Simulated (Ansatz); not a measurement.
Input and command of a calculation in Ansatz (plane waves; scalar-relativistic PAW potentials unless the input names others):

```yaml
crystal:
  lattice:
    - [0.0, 2.0178546757, 2.0178546757]
    - [2.0178546757, 0.0, 2.0178546757]
    - [2.0178546757, 2.0178546757, 0.0]
  atoms:
    - { symbol: Ti, position: [0.0, 0.0, 0.0] }
basis:
  ecutwfc: 420
kpoints:
  mp_grid: { grid: [20, 20, 20] }
hamiltonian:
  xc: lda
  hubbard: { sites: [{ species: Ti, l: d, u_eff: 40.0 }] }
scf:
  occupations: { method: fermi_dirac, width: 0.15 }
  max_iter: 80
output:
  forces: true
  eigenvalues: true
  stress: true
```

```bash
ansatz run input.yaml --threads 1 --pin off --max-ram 3072MiB --backend cpu --events-out ev --progress --plain --runs-dir out
```

Abridged log:
```
Basis set: ecut = 420 eV, 331 PW (Γ)
Bands: 10, of which v1, the nominal top of the filled ones, is band 6 counted from 1 (5 counted from 0)
Symmetry: 48 space group operations
k-points: 256 of 8000
SCF iter   1: F=—  HF=-2418.583159 eV  |F-HF|=—  |Δ(HF+E_count)|=         —  Δρ=2.09e-1  dr2=7.96e0  ethr=3.10e-3  ⟨swp⟩=4.4  Hψ=13261  notcnv=0
SCF iter   2: F=—  HF=-2417.088487 eV  |F-HF|=—  |Δ(HF+E_count)|=    1.49e0  Δρ=5.79e-2  dr2=2.17e-1  ethr=3.10e-3  ⟨swp⟩=4.1  Hψ=25176  notcnv=0
automatic band count: the SCF goes on with 14 bands, as 10 were too few: the levels above may hold too much charge
SCF iter   3: F=—  HF=-2419.274111 eV  |F-HF|=—  |Δ(HF+E_count)|=    2.19e0  Δρ=2.32e-2  dr2=4.41e-2  ethr=1.81e-3  ⟨swp⟩=3.0  Hψ=8414  notcnv=0  defer=1
SCF iter   4: F=—  HF=-2419.863980 eV  |F-HF|=—  |Δ(HF+E_count)|=   5.90e-1  Δρ=2.08e-2  dr2=7.38e-2  ethr=3.67e-4  ⟨swp⟩=2.2  Hψ=7712  notcnv=0  defer=2
SCF iter   5: F=—  HF=-2420.318186 eV  |F-HF|=—  |Δ(HF+E_count)|=   4.54e-1  Δρ=7.81e-3  dr2=1.10e-2  ethr=3.67e-4  ⟨swp⟩=2.1  Hψ=5359  notcnv=0  defer=12
SCF iter   6: F=—  HF=-2420.363243 eV  |F-HF|=—  |Δ(HF+E_count)|=   4.51e-2  Δρ=1.07e-3  dr2=2.07e-4  ethr=9.14e-5  ⟨swp⟩=1.4  Hψ=3966  notcnv=0  defer=14
SCF iter   7: F=—  HF=-2420.364107 eV  |F-HF|=—  |Δ(HF+E_count)|=   8.64e-4  Δρ=7.43e-5  dr2=9.92e-7  ethr=1.73e-6  ⟨swp⟩=1.2  Hψ=3726  notcnv=0  defer=15
SCF iter   8: F=—  HF=-2420.364119 eV  |F-HF|=—  |Δ(HF+E_count)|=   1.20e-5  Δρ=1.27e-5  dr2=2.09e-8  ethr=8.33e-10  ⟨swp⟩=5.9  Hψ=15101  notcnv=0
SCF iter   9: F=-2420.364120 eV  HF=-2420.364120 eV  |F-HF|=1.33e-8  |Δ(HF+E_count)|=   6.12e-7  Δρ=1.93e-6  dr2=5.58e-10  ethr=1.74e-10  ⟨swp⟩=3.2  Hψ=7835  notcnv=0
SCF 1 converged in 9 iterations: F = -2420.364120 eV  dr2 = 5.58e-10
SCF converged after 9 iterations
Free energy (F): -2420.364120 eV
Harris-Foulkes:  -2420.364120 eV  (|F-HF|=1.33e-8)
Internal energy: -2420.322420 eV  (E = F + TS)
E sigma→0 (E₀):  -2420.343270 eV
Entropy (-TS):   -0.041699 eV (-41.699 meV/atom)
Fermi energy:    25.068953 eV
--- Forces (eV/Å), atoms counted from 1 ---
  atom   1  Ti     0.00000000     0.00000000     0.00000000
--- Stress (GPa, compression-positive) ---
      321.148630       0.000000       0.000000
        0.000000     321.148630       0.000000
        0.000000       0.000000     321.148630
  P = ⅓ Tr σ = 321.1486 GPa (3211.486 kbar)
Occupation matrices written to <dir>
```

Q: What is wrong with this input?

A: The fault is an enormous or negative U (hamiltonian.hubbard: not typed → {"sites": [{"species": "Ti", "l": "d", "u_eff": 40.0}]}, the first being the value of the sound run). Setting it back cures it. The run converged all the same, with an energy at zero smearing 29.9 eV/atom above the reference's (the Hamiltonian itself differs), pressure 321.15 GPa, largest force 0.000 eV/Å, no gap on the mesh, so convergence alone doesn't show that an input is right. A reference run from the same start on usual settings converged with pressure -2.30 GPa, largest force 0.000 eV/Å, no gap on the mesh.

Time: 4.4 s on 1 thread of Intel(R) Xeon(R) Platinum 8488C (Sapphire Rapids), on a shared host, peak memory 0.39 GiB.